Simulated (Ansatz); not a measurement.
Here is the system:

AlRu (CsCl type, Pm-3m), a = b = c = 2.9538 Å, α = β = γ = 90.00°.

This is the LDA-relaxed structure.

### Question
All from LDA (plane waves, PAW; program Ansatz), unless another level is named. Estimate the formation energy from the elements (no fitted shifts).

### Answer
-0.65 eV/atom.

### Question
Predict the density of states at the Fermi level.

### Answer
0.77 states/eV per atom (mean over ±0.08 eV).

The LDA relaxation kept the symmetry of its start; of distortions, only those at the zone centre were tested. No spin polarisation was allowed. The references are the lowest solids computed at this level, not always the standard phases. Spin–orbit coupling is left out wherever it is not named.

Potentials: the later of the program's two PAW sets.
